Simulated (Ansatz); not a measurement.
Relaxed-ion elastic tensor of GaSb (rock salt, Fm-3m) in GPa (Voigt order), r²SCAN in the plane-wave PAW code Ansatz; density 6.72 g/cm³, 23.64 Å³ per atom.

```
 127  31.4  31.4   0.0   0.0   0.0
31.4   127  31.4   0.0   0.0   0.0
31.4  31.4   127   0.0   0.0   0.0
 0.0   0.0   0.0  11.3   0.0   0.0
 0.0   0.0   0.0   0.0  11.3   0.0
 0.0   0.0   0.0   0.0   0.0  11.3
```

Is the crystal mechanically stable?

Yes: the smallest eigenvalue of C is 11.3 GPa.

Work out the Voigt, Reuss and Hill averages.

K_V = 63.3, K_R = 63.3, K_H = 63.3; G_V = 25.9, G_R = 16.3, G_H = 21.1 GPa.

Give Young's modulus, Poisson's ratio, Pugh's ratio and the universal anisotropy index.

E = 9KG/(3K + G) = 57.0 GPa; ν = 0.35; K/G = 3.00 (ductile by the Pugh limit of 1.75); A_U = 5G_V/G_R + K_V/K_R − 6 = 2.97.

Estimate the sound speeds and the Debye temperature.

v_l = √((K + 4G/3)/ρ) = 3690 m/s, v_t = √(G/ρ) = 1770 m/s, mean 1990 m/s; Θ = (h/k)(3n/4πV)^(1/3) v_m = 207 K.

Give the Zener ratio and Young's modulus along [100], [110] and [111].

A = 2C44/(C11 − C12) = 0.24; 1/E = S11 − 2(S11 − S12 − S44/2)Γ with Γ = 0, 1/4, 1/3 gives 115, 39.0, 32.0 GPa.

The start of the workflow was typed in or built on a structure type; neither database checked (COD, Materials Project) lists it. It is not the phase usual at ambient conditions (space group No. 216). Symmetry was held in the r²SCAN relaxation; whether a distortion lowers the energy is not shown. As this level gives no gap, shear constants depend on the k-mesh and smearing (Fermi–Dirac, 0.1 eV here). Spin–orbit coupling is left out wherever it is not named.

Potentials: the earlier of the program's two PAW sets.
